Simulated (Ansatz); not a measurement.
Computed with DFT PBE, scalar-relativistic, plane waves, PAW (Ansatz). Settings: cutoff 420 eV, Γ-centred meshes spaced at most about 0.3 Å⁻¹ (2π included), Gaussian smearing. No spin polarisation in the final relaxations.

All energies are static (0 K, no zero-point motion). All come from trial cells, and lower structures may exist.

Question: These unrelaxed guesses for LiGeBr₃ are each relaxed within their symmetry. Order them by the energy at which they end, lowest first.
A.

```xyz
5
Lattice="4.7813 0.0000 0.0000 0.0000 4.7813 0.0000 0.0000 0.0000 4.7813" Properties=species:S:1:pos:R:3 pbc="T T T"
Li    2.3906    2.3906    2.3906
Ge    0.0000    0.0000    0.0000
Br    2.3906    0.0000    0.0000
Br    0.0000    2.3906    0.0000
Br    0.0000    0.0000    2.3906
```

B.

```xyz
10
Lattice="6.7617 0.0000 0.0000 0.0000 6.7617 0.0000 0.0000 0.0000 4.7813" Properties=species:S:1:pos:R:3 pbc="T T T"
Li    0.0000    3.3809    2.3906
Li    3.3809    0.0000    2.3906
Ge    3.3809    3.3809    0.0000
Ge    0.0000    0.0000    0.0000
Br    5.3307    1.9498    0.0000
Br    4.8119    5.3307    0.0000
Br    3.3809    3.3809    2.3906
Br    1.4310    4.8119    0.0000
Br    1.9498    1.4310    0.0000
Br    0.0000    0.0000    2.3906
```

Answer: B (ends in P4/mbm, 0 meV/atom), A (ends in Pm-3m, cubic perovskite type, 81 meV/atom).

Cells relaxed within their symmetry can be saddle points. Some types were kept out of the candidates beforehand, so the set may lack a known form.
